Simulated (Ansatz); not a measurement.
**How ScCu (Pm-3m) stiffens under pressure**

```
CELL_PARAMETERS angstrom
3.21001 0.00000 0.00000
0.00000 3.21001 0.00000
0.00000 0.00000 3.21001
ATOMIC_POSITIONS crystal
Sc 0.50000 0.50000 0.50000
Cu 0.00000 0.00000 0.00000
```

This is the zero-pressure cell. At each pressure cell and atoms are relaxed in this structure, and the constants are slopes of the stress at strains of ±0.005 with relaxed ions (the coefficients that govern stability under load). Level: PBEsol, PAW on Ansatz 0.2.0's default frozen-core files (fitted under PBE), scalar-relativistic; k mesh 14×14×14, strains of ±0.005, Fermi-Dirac smearing of 0.100 eV, cutoff 420 eV. P is the pressure of the relaxed cell, less that of this one.

```tsv
P (GPa)	V/V₀	C11 (GPa)	C12 (GPa)	C44 (GPa)
0.00	1.0000	139.3	77.3	52.8
1.00	0.9901	143.7	81.3	54.3
1.97	?	?	?	?
4.00	0.9629	156.6	93.2	58.9
6.98	0.9394	168.7	104.9	63.3
10.01	0.9180	180.4	116.5	67.5
14.98	0.8875	198.6	135.3	74.1
```

Question: Does the bulk modulus from the constants agree with the pressure-volume curve?

Answer: A third-order Birch-Murnaghan fit to the volumes shown (F against f, f = [(V₀/V)^(2/3) − 1]/2) gives B₀ = 98.0 GPa and B′ = 4.1. Its −V dP/dV stands beside (C11 + 2C12)/3:

```csv
P (GPa),from P(V),from the constants
0.00,98.0,98.0
1.00,102.1,102.1
4.00,114.3,114.4
6.98,126.1,126.1
10.01,137.9,137.8
14.98,156.8,156.4
```

Question: What are the pressure derivatives at zero pressure?

Answer: Slopes at V₀ of quadratic fits in −ln(V/V₀) through the first four rows shown, divided by B₀: dC11/dP = 4.5, dC12/dP = 4.0, dC44/dP = 1.6. The mean slopes up to 4.0 GPa are 4.3, 4.0, 1.5; curvature and scatter of the constants part the two. The combination (dC11/dP + 2 dC12/dP)/3 = 4.2 stands against B′.

Question: Fill the row at 1.97 GPa.

Answer: Cubic fits in −ln(V/V₀) through all rows shown give C11 = 148.0, C12 = 85.2, C44 = 55.8 GPa. Computed: V/V₀ = 0.9809, C11 (GPa) = 148.0, C12 (GPa) = 85.2, C44 (GPa) = 55.8.

Question: Does a shear stiffness soften?

Answer: C44 goes from 52.8 to 74.1 GPa; (C11 − C12)/2 goes from 31.0 to 31.6 GPa, through a maximum of 32.0 near 10 GPa. Neither ends more than 3 % under its start, and the lattice stays mechanically stable over this range.

Caveats: no other phase was computed; many crystals of this kind change structure within this range, and rows or crossings beyond such a change describe a metastable lattice; frozen-core PAW files fitted under PBE, their cores solved anew for the functional of the run; responses of metals move with mesh and smearing; phonons weren't checked at these pressures.
